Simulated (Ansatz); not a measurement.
Level: LDA, no spin polarisation; 420 eV; 7×6×5 Γ-centred mesh; gaussian occupations (width 0.0167 eV); Ansatz 0.2.0, fixed geometry.

Computed maps in the lattice plane spanned by b (left to right, 4.63 Å, 14 points from zero) and c (bottom to top, 5.53 Å, 17 points from zero), 90° apart, at height 0.000 along a. The fields are smooth PAW ones with compensation charges, not the true ones near nuclei.

Valence density. Digits on a logarithmic scale: 0 up to 0.03 e/Å³, each further digit a factor of 1.6, 9 from 1.3 e/Å³ up:
```
99975321235799
99864322245689
87654322356778
65433223567888
65322234678888
75333335687278
75555445688688
76777655678888
78888765567776
78868865445555
78727865333335
68888764322235
68887653223345
88776532234567
99865422234689
99975321235799
99985321235899
```

ELF. Ten even steps from '0' (0.01) to '9' (0.87):
```
68632100013467
77532100023334
34321000257753
43210001479998
72000002687589
82000002782029
73343112684059
66887521477799
69977741257886
79504862113433
89202872000002
79857862000002
48999741000123
33577520001234
74333200012357
67643100012368
37743100013477
```

Problem. The cell is IrS₂. Which atoms lie within 0.2 Å of this plane, and where (fractions of b and c)?

Solution. Ir at (0.00, 0.00), S at (0.21, 0.37), S at (0.79, 0.63). The whole cell:
```yaml
crystal:
  lattice:
    - [3.45728, 0.00000, 0.00000]
    - [0.00000, 4.63324, 0.00000]
    - [0.00000, 0.00000, 5.52682]
  atoms:
    - { symbol: Ir, position: [0.00000, 0.00000, 0.00000] }
    - { symbol: Ir, position: [0.50000, 0.50000, 0.50000] }
    - { symbol: S, position: [0.00000, 0.21000, 0.37000] }
    - { symbol: S, position: [0.50000, 0.29000, 0.87000] }
    - { symbol: S, position: [0.00000, 0.79000, 0.63000] }
    - { symbol: S, position: [0.50000, 0.71000, 0.13000] }
```

Origin: a known structure type with other elements, at an estimated volume, so it need not be a known compound. Caveats: many states at the Fermi level without spin polarisation, so a magnetic state may lie lower.
